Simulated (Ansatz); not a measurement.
Fe:
```
Fe
1.0
   -1.39274     1.39274     1.39274
    1.39274    -1.39274     1.39274
    1.39274     1.39274    -1.39274
Fe
1
Cartesian
  0.00000   0.00000   0.00000
```
The run is spin-polarised; directions of the spins, atom by atom: ↑.

Relaxed with PBEsol in the plane-wave PAW code Ansatz. Indices refer to the conventional cell of Im-3m, a = 2.7855 Å, b = 2.7855 Å, c = 2.7855 Å, α = 90.00°, β = 90.00°, γ = 90.00°.

Simulate the powder diffraction pattern (Ag Kα, λ = 0.560885 Å; lines above 1 %) up to 2θ = 30°.

Simulated powder pattern, Ag Kα, λ = 0.560885 Å (kinematic, ideal powder, no thermal factors, no anomalous dispersion; the 30 strongest lines at most, above 1 %, up to 2θ = 30°):

```json
[
 {"2θ (°)": "16.37", "d (Å)": "1.970", "I/Imax (%)": "100", "hkl": "(110)"},
 {"2θ (°)": "23.23", "d (Å)": "1.393", "I/Imax (%)": "16", "hkl": "(200)"},
 {"2θ (°)": "28.55", "d (Å)": "1.137", "I/Imax (%)": "31", "hkl": "(211)"}
]
```

Symmetry was held in the PBEsol relaxation. Spin order of the final state: ferromagnetic, chosen from 3 collinear starts compared on coarse meshes (ties went to the first, and starts can fall back to one state), not a proven ground state. Textbook magnetic order: ferromagnetic.

Potentials: the earlier of the program's two PAW sets. The files were generated under PBE; for other functionals the program regenerates the frozen cores, and for LDA and PBEsol the local potential too.
